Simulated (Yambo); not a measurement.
Absorption of NaCl (rock salt, space group Fm-3m, No. 225) under isotropic strain of +2 % on all lattice vectors with and without the electron-hole interaction (Yambo, PBEsol bands; 10×10×10 mesh, 3 valence and 1 conduction bands, static screening with 22 bands and a 4 Ry block, scissor 3.11 eV, Tamm-Dancoff; field along x).

```tsv
E (eV)	Im ε, BSE	Im ε, independent quasiparticles
6.05	0.17	0.02
6.15	0.20	0.02
6.25	0.25	0.02
6.35	0.31	0.03
6.45	0.41	0.03
6.55	0.56	0.03
6.65	0.81	0.03
6.75	1.29	0.03
6.85	2.27	0.04
6.95	4.29	0.04
7.05	6.06	0.04
7.15	4.21	0.05
7.25	2.36	0.05
7.35	1.58	0.06
7.45	1.42	0.07
7.55	1.55	0.08
7.65	1.33	0.10
7.75	1.15	0.13
7.85	1.33	0.18
7.95	1.78	0.22
8.05	2.14	0.27
8.15	1.91	0.40
8.25	1.49	0.58
8.35	1.32	0.63
8.45	1.37	0.62
8.55	1.32	0.57
8.65	1.43	0.60
8.75	1.96	0.71
8.85	2.04	0.77
8.95	1.47	0.92
9.05	1.25	1.19
9.15	1.35	1.02
9.25	1.33	0.76
9.35	1.32	0.71
9.45	1.25	0.87
9.55	1.22	1.18
9.65	1.06	1.37
9.75	1.12	1.55
9.85	1.33	1.68
9.95	1.65	1.54
10.05	1.58	1.30
10.15	1.35	1.48
10.25	1.38	1.99
10.35	1.42	2.28
10.45	1.49	2.58
10.55	1.48	2.76
10.65	1.68	2.72
10.75	1.73	2.61
10.85	1.67	2.53
10.95	1.29	2.82
11.05	1.07	3.24
11.15	0.93	3.33
11.25	0.77	3.33
11.35	0.58	3.41
11.45	0.51	3.33
11.55	0.47	2.85
```

The scissor comes from a G0W0 run whose convergence isn't established. Broadening 0.15 eV. The band window holds all transitions up to 11.6 eV. Fine structure above the onset can come from the mesh.

Geometry strained from the cell relaxed with PBEsol, atoms relaxed again; primitive cell a = b = c = 4.042 Å, α = β = γ = 60.00°.
